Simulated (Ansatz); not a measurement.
Input file for Ansatz (a quantum-chemistry and plane-wave program):

Ansatz 0.2 input:
```yaml
crystal:
  lattice:
    - [3.6771912849, 0.0, 0.0]
    - [0.0, 3.6771912849, 0.0]
    - [0.0, 0.0, 3.6771912849]
  atoms:
    - { symbol: Ni, position: [0.0, 0.5, 0.5] }
    - { symbol: Ni, position: [0.5, 0.0, 0.5] }
    - { symbol: Ni, position: [0.5, 0.5, 0.0] }
    - { symbol: Sn, position: [0.0, 0.0, 0.0] }
kpoints:
  mp_grid: { grid: [19, 19, 19] }
hamiltonian:
  xc: pbesol
  pseudopotentials: { kind: paw }
scf:
  occupations: { method: fermi_dirac, width: 0.1 }
elastic: { mode: relaxed_ion, stencil: two_point, amplitude: 0.005, f_tol: 0.0005 }
```

Output (shortened):

```
Pseudopotential: Ni, paw, valence charge 18
Pseudopotential: Sn, paw, valence charge 14
Functional definition: PBEsol
Crystal: 4 atoms, lattice volume = 49.722 Å³
Basis set: ecut = 420 eV, 949 PW (Γ), exchange–correlation on 50×50×50 points (8 copies of the dense FFT grid, shifted against one another)
Bands: 41, of which v1, the nominal top of the filled ones, is band 34 counted from 1 (33 counted from 0)
Symmetry: 48 space group operations
Space group: Pm-3m (ITA 221), of the structure as read, at distance tolerance 3.7e-5 Å
k-points: 220 of 6859
SCF 1 converged in 13 iterations: F = -23365.605714 eV  dr2 = 1.46e-14
Crystal: 4 atoms, lattice volume = 49.473 Å³
Symmetry: 16 space group operations
k-points: 550 of 6859
SCF 2 converged in 12 iterations: F = -23365.604435 eV  dr2 = 1.62e-14
Crystal: 4 atoms, lattice volume = 49.971 Å³
Basis set: ecut = 420 eV, 973 PW (Γ), exchange–correlation on 50×50×50 points (8 copies of the dense FFT grid, shifted against one another)
SCF 3 converged in 8 iterations: F = -23365.604819 eV  dr2 = 8.31e-14
Crystal: 4 atoms, lattice volume = 49.722 Å³
Symmetry: 8 space group operations
k-points: 1000 of 6859
SCF 4 converged in 9 iterations: F = -23365.605289 eV  dr2 = 9.39e-14
Crystal: 4 atoms, lattice volume = 49.722 Å³
SCF 5 converged in 7 iterations: F = -23365.605289 eV  dr2 = 5.31e-14
SCF converged after 13 iterations
Free energy (F): -23365.605714 eV
Harris-Foulkes:  -23365.605714 eV  (|F-HF|=7.28e-12)
Internal energy: -23365.533954 eV  (E = F + TS)
E sigma→0 (E₀):  -23365.569834 eV
Entropy (-TS):   -0.071760 eV (-17.940 meV/atom)
Fermi energy:    18.099723 eV
--- Per-component energies (eV) ---
  E_band       = -821.953639
  E_kinetic    = 1046.402186
  E_local      = -11367.972547  (includes V_loc(G=0)·N_el)
  E_nonlocal   = 1890.558534
  E_hartree    = 4993.415562
  E_xc         = -634.081462
  E_vxc        = -427.197762  (∫ρ·V_xc dr)
  E_paw        = -8864.329964  (= ΣΔE_a)
  E_vpaw       = -1950.576676  (= ΣTr[D̂ρ^β])
  E_aug_tail   = 0.001486  (compensation charges beyond the density's cutoff)
  E_ewald      = -10430.404455
  E_core_change = 0.876706  (= ΣΔE_core)
  E_smearing   = -0.071760  (= −TS)
  E_closure    = 0.000000  (closes the sum)
  Σ components = -23365.605714   (vs F -23365.605714, Δ=0.00e0)
--- Forces (eV/Å), atoms counted from 1 ---
  atom   1  Ni     0.00000000     0.00000000     0.00000000
  atom   2  Ni     0.00000000     0.00000000     0.00000000
  atom   3  Ni     0.00000000     0.00000000     0.00000000
  atom   4  Sn     0.00000000     0.00000000     0.00000000
  max |Σ_I F_I| component: 0.0 eV/Å
--- Stress (GPa, compression-positive) ---
        0.118056       0.000000       0.000000
        0.000000       0.118056       0.000000
        0.000000       0.000000       0.118056
  P = ⅓ Tr σ = 0.1181 GPa (1.181 kbar)
--- Band table (eV; the first three rows and the last of 220) ---
  k-point 0: bands = ["-84.5371", "-84.5181", "-84.5181", "-45.1538", "-45.1538", "-45.1538", "-45.1273", "-45.1273", "-45.1273", "-44.9669", "-44.9669", "-44.9669", "-3.1367", "-3.1367", "-3.0746", "-3.0746", "-3.0746", "6.4251", "13.9139", "14.7586", …
  k-point 1: bands = ["-84.5370", "-84.5182", "-84.5181", "-45.1536", "-45.1536", "-45.1535", "-45.1274", "-45.1274", "-45.1274", "-44.9672", "-44.9670", "-44.9670", "-3.1363", "-3.1343", "-3.0747", "-3.0747", "-3.0745", "6.4564", "13.9171", "14.7036", …
  k-point 2: bands = ["-84.5367", "-84.5186", "-84.5181", "-45.1529", "-45.1529", "-45.1527", "-45.1277", "-45.1277", "-45.1274", "-44.9683", "-44.9675", "-44.9675", "-3.1351", "-3.1273", "-3.0751", "-3.0751", "-3.0741", "6.5498", "13.9074", "14.5456", …
  k-point 219: bands = ["-84.5245", "-84.5243", "-84.5243", "-45.1753", "-45.1752", "-45.1752", "-45.0946", "-45.0946", "-45.0946", "-45.0589", "-44.9410", "-44.9410", "-3.1228", "-3.1228", "-3.1227", "-3.0015", "-3.0015", "10.4037", "14.1768", "14.3571", …
--- Elastic constants: 2 strain directions × 2 members + reference (group order 48) ---
  dense FFT box of the reference and of every strained cell: 25×25×25
  strains applied: 11, 23; error gains: componentwise 1.00 (the most a stress slope's error grows in a printed constant), spectral 1.73 (1 for all six strains …
  C = ∂σ_k/∂η_j (tension-positive GPa; Voigt order 11 22 33 23 13 12):
       279.961    145.392    145.392      0.000      0.000      0.000
       145.392    279.961    145.392      0.000      0.000      0.000
       145.392    145.392    279.961      0.000      0.000      0.000
         0.000      0.000      0.000    109.291      0.000      0.000
         0.000      0.000      0.000      0.000    109.291      0.000
         0.000      0.000      0.000      0.000      0.000    109.291
  reference stress σ⁰ (GPa):     -0.118     -0.118     -0.118      0.000      0.000      0.000
  moduli (Voigt/Reuss/Hill, GPa): K = 190.25/190.25/190.25   G = 92.49/87.45/89.97   E = 233.16   ν = 0.296
  mechanically stable: yes (min eigenvalue of sym C = 109.29 GPa)
  strain η (Voigt 11):  stress-route row diagonal C_11 = 279.96 GPa, energy-path curvature d²(F+E_count+ΔE)/dδ²/Ω₀ = 280.07 GPa
         δ    σ_11 (GPa)             F (eV)   n_scf  n_hpsi   n_pw
    -5.000e-3      -1.5362      -23365.6044353      12  557576    985   relax 0 steps, max|allowed force component| 0.0 eV/Å
     5.000e-3       1.2634      -23365.6048194       8  366236    991   relax 0 steps, max|allowed force component| 0.0 eV/Å
  strain η (Voigt 23):  stress-route row diagonal C_44 = 109.29 GPa, energy-path curvature d²(F+E_count+ΔE)/dδ²/Ω₀ = 109.36 GPa
         δ    σ_23 (GPa)             F (eV)   n_scf  n_hpsi   n_pw
    -5.000e-3      -0.5465      -23365.6052889       9  791866    989   relax 0 steps, max|allowed force component| 0.0 eV/Å
     5.000e-3       0.5465      -23365.6052889       7  615120    989   relax 0 steps, max|allowed force component| 0.0 eV/Å
```

Cost: around 7 core-minutes (rough) on shared cores.

The workflow started from an entry of the Crystallography Open Database (COD), which files this formula under 3 space groups. Its standing as an ambient phase is unchecked. The cell was relaxed with PBEsol under the symmetry of its start; whether a distortion lowers the energy is not shown. No spin polarisation was allowed. As this level gives no gap, shear constants depend on the k-mesh and smearing (Fermi–Dirac, 0.1 eV here). Scalar-relativistic: spin–orbit coupling is off unless named, which matters more the heavier the elements.

Potentials: the later of the program's two PAW sets.

Ansatz is a plane-wave DFT program.
